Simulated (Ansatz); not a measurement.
Harmonic vibrational thermodynamics of Au (fcc (Cu type), Fm-3m) at fixed volume, DFT-PBEsol in the program Ansatz with PAW potentials. The rows extrapolate the 0 K crystal and know nothing of melting or changes of phase.

| T (K) | F_vib (meV/atom) | S (J/K per mol of atoms) | C_V (J/K per mol of atoms) |
|---|---|---|---|
| 50 | ? | ? | 14.9 |
| 100 | 6.5 | 22.5 | 21.5 |
| 200 | ? | ? | 24.0 |
| 300 | -71.1 | 48.2 | 24.5 |
| 400 | ? | ? | 24.7 |
| 600 | -250.8 | 65.4 | 24.8 |
| 800 | -394.0 | 72.5 | 24.9 |
| 1000 | -550.3 | 78.1 | 24.9 |

Fill in the missing entries.


- 400, S (J/K per mol of atoms): 55.3
- 400, F_vib (meV/atom): -125.0
- 50, F_vib (meV/atom): 15.0
- 50, S (J/K per mol of atoms): 9.6
- 200, S (J/K per mol of atoms): 38.4
- 200, F_vib (meV/atom): -25.9

The cell was relaxed with PBEsol under the symmetry of its start. Scalar-relativistic: spin–orbit coupling is off unless named, which matters more the heavier the elements.

Potentials: the earlier of the program's two PAW sets. The files were generated under PBE; for other functionals the program regenerates the frozen cores, and for LDA and PBEsol the local potential too.
